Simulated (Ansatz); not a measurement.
Trial structures of NaScSe2

NaScSe2 was placed in 4 structures, borrowed from other compounds or built from prototypes, and relaxed with PBEsol and then r2SCAN+rVV10 in Ansatz, symmetry kept. Energies are static, from a final single point; gaps are the least over its mesh and special points. Computed values alone, no measurements; non-magnetic cells, some hypothetical.

| start | ends in | volume (Å³/atom) | energy, r2SCAN+rVV10 (meV/atom) | gap, r2SCAN+rVV10 (eV) | shaken (PBEsol) |
| --- | --- | --- | --- | --- | --- |
| ordering on rocksalt (b) | I4_1/amd | 22.10 | 39 | 1.41 | returns (8 atoms) |
| ordering on rocksalt (d) | P4/mmm | 21.48 | 169 | 0.13 | returns (8 atoms) |
| ordering on rocksalt | Pmmn | 22.61 | 0 | 1.54 | returns (8 atoms) |
| ordering on rocksalt (c) | P4/nmm | 22.75 | 137 | 0.34 | returns (8 atoms) |

Energies count from the lowest cell; the last column tells what a randomly displaced small cell does when relaxed without symmetry, which tests only the distortions that fit it.

Of the symmetric cells the lowest is the one started from ordering on rocksalt, which ends in Pmmn (No. 59), 39 meV an atom below the next (ordering on rocksalt (b)). Other structures, not tried here, could lie lower.

The cells in order of energy (the first three):
- ordering on rocksalt: Pmmn, 22.61 Å³ an atom. Around Na lie 6 Se at 2.81–3.08 Å; around Se lie 2 Sc at 2.64 Å and 4 Na at 2.81–2.97 Å; around Sc lie 6 Se at 2.64–2.80 Å; around Se lie 4 Sc at 2.74–2.80 Å and 2 Na at 3.08 Å.
- ordering on rocksalt (b): I4_1/amd, 22.10 Å³ an atom. Around Na lie 6 Se at 2.79–3.04 Å; around Se lie 3 Sc at 2.66–2.79 Å and 3 Na at 2.79–3.04 Å; around Sc lie 6 Se at 2.66–2.79 Å.
- ordering on rocksalt (c): P4/nmm, 22.75 Å³ an atom. Na is surrounded by 6 Se at 2.84–3.25 Å; Se is surrounded by 1 Sc at 2.44 Å and 5 Na at 2.84–2.99 Å; Se is surrounded by 5 Sc at 2.83–2.85 Å and 1 Na at 3.25 Å; Sc is surrounded by 6 Se at 2.44–2.85 Å.

The lowest symmetric cell:
```
CELL_PARAMETERS angstrom
3.87763 0.00000 0.00000
0.00000 5.57800 0.00000
0.00000 0.00000 8.36438
ATOMIC_POSITIONS crystal
Na 0.00000 0.00000 0.88844
Se 0.00000 0.50000 0.84303
Na 0.50000 0.50000 0.11156
Se 0.50000 0.00000 0.15697
Sc 0.00000 0.00000 0.37090
Se 0.00000 0.50000 0.39706
Sc 0.50000 0.50000 0.62910
Se 0.50000 0.00000 0.60294
```

Spin-orbit coupling is left out.
